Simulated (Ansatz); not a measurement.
MoPt:
```cif
data_MoPt
_chemical_formula_sum 'Mo1 Pt1'
_space_group_name_H-M_alt 'P-6m2'
_space_group_IT_number 187
_space_group_name_Hall 'P -6 2'
_cell_length_a 2.77462
_cell_length_b 2.77462
_cell_length_c 4.49342
_cell_angle_alpha 90.000
_cell_angle_beta 90.000
_cell_angle_gamma 120.000
loop_
_atom_site_label
_atom_site_type_symbol
_atom_site_symmetry_multiplicity
_atom_site_Wyckoff_symbol
_atom_site_fract_x
_atom_site_fract_y
_atom_site_fract_z
_atom_site_occupancy
Mo1 Mo 1 e 0.66667 0.33333 0.00000 1
Pt1 Pt 1 d 0.33333 0.66667 0.50000 1
```

Relaxed with PBEsol.

### Question
Which orbitals make up the states near the Fermi level in PBEsol (plane waves, PAW; program Ansatz)?

### Answer
Within 0.5 eV of the Fermi level: Mo 4d 59 %, Pt 5d 29 %, Mo 5s 5 %. Projections are on Löwdin-orthogonalised atomic valence shells; empty p or d shells of many metals are not among them.

### Question
Tabulate the density of states.

### Answer
States/eV per cell of 2 atoms, in 0.25 eV bins, energy from the Fermi level.

| E (eV) | total | Pt 5d | Mo 4d | Pt 6s |
|---|---|---|---|---|
| -7.85 | 0.26 | 0.03 | 0.02 | 0.15 |
| -7.60 | 0.30 | 0.04 | 0.03 | 0.17 |
| -7.35 | 0.36 | 0.06 | 0.04 | 0.19 |
| -7.10 | 1.47 | 0.78 | 0.23 | 0.35 |
| -6.85 | 1.40 | 0.74 | 0.25 | 0.32 |
| -6.60 | 0.98 | 0.53 | 0.20 | 0.18 |
| -6.35 | 1.52 | 0.98 | 0.32 | 0.13 |
| -6.10 | 2.36 | 1.62 | 0.51 | 0.08 |
| -5.85 | 2.75 | 1.93 | 0.55 | 0.05 |
| -5.60 | 2.70 | 1.82 | 0.49 | 0.07 |
| -5.35 | 3.20 | 2.05 | 0.76 | 0.15 |
| -5.10 | 3.61 | 2.42 | 0.82 | 0.23 |
| -4.85 | 1.53 | 1.15 | 0.28 | 0.05 |
| -4.60 | 1.95 | 1.59 | 0.26 | 0.04 |
| -4.35 | 2.28 | 1.86 | 0.26 | 0.08 |
| -4.10 | 2.32 | 1.75 | 0.39 | 0.09 |
| -3.85 | 2.79 | 1.67 | 0.90 | 0.08 |
| -3.60 | 2.51 | 1.65 | 0.69 | 0.06 |
| -3.35 | 2.67 | 1.76 | 0.73 | 0.05 |
| -3.10 | 2.33 | 1.56 | 0.62 | 0.03 |
| -2.85 | 2.17 | 1.40 | 0.62 | 0.04 |
| -2.60 | 2.68 | 1.62 | 0.90 | 0.04 |
| -2.35 | 2.12 | 0.82 | 1.14 | 0.04 |
| -2.10 | 2.37 | 0.73 | 1.48 | 0.03 |
| -1.85 | 1.44 | 0.56 | 0.76 | 0.03 |
| -1.60 | 2.07 | 0.55 | 1.31 | 0.03 |
| -1.35 | 2.21 | 0.55 | 1.37 | 0.04 |
| -1.10 | 1.87 | 0.57 | 1.08 | 0.04 |
| -0.85 | 2.00 | 0.64 | 1.16 | 0.03 |
| -0.60 | 1.88 | 0.70 | 0.98 | 0.03 |
| -0.35 | 1.54 | 0.51 | 0.85 | 0.03 |
| -0.10 | 1.47 | 0.40 | 0.89 | 0.02 |
| 0.15 | 1.52 | 0.40 | 0.94 | 0.02 |
| 0.40 | 1.68 | 0.46 | 1.02 | 0.03 |
| 0.65 | 1.89 | 0.53 | 1.19 | 0.04 |
| 0.90 | 1.69 | 0.43 | 1.12 | 0.05 |
| 1.15 | 1.38 | 0.25 | 0.98 | 0.04 |
| 1.40 | 2.06 | 0.36 | 1.49 | 0.08 |
| 1.65 | 2.25 | 0.47 | 1.57 | 0.09 |
| 1.90 | 2.16 | 0.38 | 1.52 | 0.09 |
| 2.15 | 2.71 | 0.38 | 2.11 | 0.11 |
| 2.40 | 1.91 | 0.27 | 1.43 | 0.10 |
| 2.65 | 0.78 | 0.09 | 0.50 | 0.09 |
| 2.90 | 0.70 | 0.06 | 0.44 | 0.08 |
| 3.15 | 0.71 | 0.05 | 0.45 | 0.08 |
| 3.40 | 0.75 | 0.05 | 0.47 | 0.09 |
| 3.65 | 0.83 | 0.05 | 0.51 | 0.10 |
| 3.90 | 0.94 | 0.04 | 0.57 | 0.12 |
| 4.15 | 1.11 | 0.05 | 0.60 | 0.20 |
| 4.40 | 0.83 | 0.04 | 0.29 | 0.26 |
| 4.65 | 0.58 | 0.03 | 0.17 | 0.15 |

The first step of the workflow began from a Materials Project structure, measured or hypothetical; the Crystallography Open Database copy checked does not list it. With Mo and Pt taken as one species the cell has the higher symmetry P6_3/mmc, so it may be an ordered model of a mixed-site phase. Whether it is the stable phase at ambient conditions was not checked. Symmetry was held in the PBEsol relaxation; its stability against distortions is not shown here. No spin polarisation was allowed. Spin–orbit coupling is left out wherever it is not named.

Potentials: the later of the program's two PAW sets.
